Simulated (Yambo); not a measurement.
A BSE run in Yambo for SiO$_{2}$ (space group P6_222, No. 180) (LDA bands; 6×6×6 mesh, 12 valence and 5 conduction bands, static screening with 69 bands and a 3 Ry block, scissor 3.14 eV, Tamm-Dancoff; field along x) gives:

```
state  energy (eV)  states within 2 meV  relative strength  class
-----  -----------  -------------------  -----------------  -----
1             7.80                    1             < 0.01   dark
2             7.90                    2               1.00   weak
3             8.19                    2             < 0.01   dark
4             8.42                    1             < 0.01   dark
5             8.48                    1             < 0.01   dark
```

Axes are Cartesian, with cell vectors (Å) (5.06, 0.00, 0.00), (-2.53, 4.38, 0.00), (0.00, 0.00, 5.54).

Problem. What changes when the window shrinks to 8 valence and 1 conduction bands?

Solution. The lowest state goes from 7.798 eV to 7.888 eV, and its distance below the direct gap from 1.035 eV to 0.945 eV. These are vertical excitations (zero momentum); the indirect quasiparticle gap, about 8.63 eV, is smaller than the direct one (8.83 eV on the GW mesh). The scissor comes from a G0W0 run whose convergence isn't established.

Geometry of the Materials Project entry, not relaxed at this level; primitive cell a = b = 5.0611 Å, c = 5.5405 Å, α = β = 90.00°, γ = 120.00°.

This is not the ordinary phase of the substance.
